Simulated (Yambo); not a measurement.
LiNbF$_{6}$ (space group R-3, No. 148): the exchange self-energy on LDA orbitals (Yambo, 2×2×2 mesh) holds the Coulomb divergence, which is integrated with random points (RandQpts).

```json
[
 {"random points": "1,000", "exchange-only gap Γ → L (eV)": "19.33", "shift of the valence edge (eV)": "-7.84", "gap against the reference (meV)": "141"},
 {"random points": "10,000", "exchange-only gap Γ → L (eV)": "19.08", "shift of the valence edge (eV)": "-7.52", "gap against the reference (meV)": "-111"},
 {"random points": "100,000", "exchange-only gap Γ → L (eV)": "19.20", "shift of the valence edge (eV)": "-7.68", "gap against the reference (meV)": "10"},
 {"random points": "1,000,000", "exchange-only gap Γ → L (eV)": "19.19", "shift of the valence edge (eV)": "-7.67", "gap against the reference (meV)": "-3"},
 {"random points": "5,000,000", "exchange-only gap Γ → L (eV)": "19.19", "shift of the valence edge (eV)": "-7.67", "gap against the reference (meV)": "reference"}
]
```

From 100,000 points on, the gap stays within 20 meV of the run with most points. The error is statistical; each row is a single draw, so the rows fix no rate of convergence.

Spin-orbit coupling is not included.

Geometry of the Materials Project entry, not relaxed at this level; primitive cell a = b = c = 5.430 Å, α = β = γ = 56.19°.

The structure is a Materials Project entry; no match was found in the copy of COD used, and its stability was not checked.

A shift is the quasiparticle energy of the state minus its LDA energy.
